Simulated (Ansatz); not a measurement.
Values for one crystal, relaxed and computed with PBEsol in the plane-wave PAW code Ansatz; other levels are named.

Volume per atom: 26.05 Å³
Electronic character: metallic (no gap)
Gap with spin–orbit coupling: none (metallic)
Density of states at the Fermi level: 0.56 states/eV per atom (mean over ±0.08 eV)
Hill bulk and shear moduli: 60.8 and 18.0 GPa
Poisson's ratio: 0.37
Pressure derivative B′: 5.1

Problem. Which of these materials gives this?
A) SnSb, CsCl type
B) GaSb, P6_3mc (Ga on 2b, Sb on 2b, Ga on 2a, Sb on 2a)
C) Sn3Te2Se, P-3m1 (Sn on 1b, Sn on 2d, Te on 2d, Se on 1a)
D) GaSb, rock salt

Solution. A, SnSb, CsCl type

Space group Pm-3m (CsCl type). The first step of the workflow began from a Materials Project structure, measured or hypothetical; the Crystallography Open Database copy checked does not list it. COD files the formula under space group No. 166, 225, so this cell is another polymorph or a model. Whether it is the stable phase at ambient conditions was not checked. The PBEsol relaxation kept the symmetry of its start; of distortions, only those at the zone centre were tested. As this level gives no gap, shear constants depend on the k-mesh and smearing (Fermi–Dirac, 0.1 eV here). Spin–orbit coupling is left out wherever it is not named.

Potentials: the later of the program's two PAW sets.
